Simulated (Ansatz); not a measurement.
A geometry of Na$_{2}$S away from equilibrium: the start of the relaxation of a relaxed Na2S cell with one Na and one S atom exchanged in a cell of 6 atoms. All values below come from r2SCAN (plane waves to 500 eV, PAW, scalar-relativistic; Ansatz, a program for electronic structure). Γ-centred k-mesh 3×6×6 on the run's cell (coarser than for final values), Fermi–Dirac smearing 0.05 eV.

```xyz
6
Lattice="0.0000 6.5113 6.5113 3.2556 0.0000 3.2556 3.2556 3.2556 0.0000" Properties=species:S:1:pos:R:3 pbc="T T T"
S      1.6278     1.6278     1.6278
Na     1.6278     4.8834     4.8834
Na     4.8834     4.8834     4.8834
Na     4.8834     8.1391     8.1391
S      0.0000     0.0000     0.0000
Na     0.0000     3.2556     3.2556
```

Problem. Give the Cartesian forces on all atoms (eV/Å).

Solution. 
```tsv
atom	Fx	Fy	Fz
S1	-0.31	0.31	0.31
Na2	-0.58	0.58	0.58
Na3	0.99	-0.99	-0.99
Na4	-0.82	0.82	0.82
S5	0.17	-0.17	-0.17
Na6	0.55	-0.55	-0.55
```

Problem. What is the pressure?

Solution. +4.4 GPa, compression positive.

Problem. How much energy per atom can still be gained by relaxing?

Solution. 1.25 eV/atom; the path ends in R3m (No. 160).

No spin polarisation in the result.

The run could not lose the symmetry of its start.

The runs began from a structure in Materials Project; this end point is another cell, not compared with measured phases.
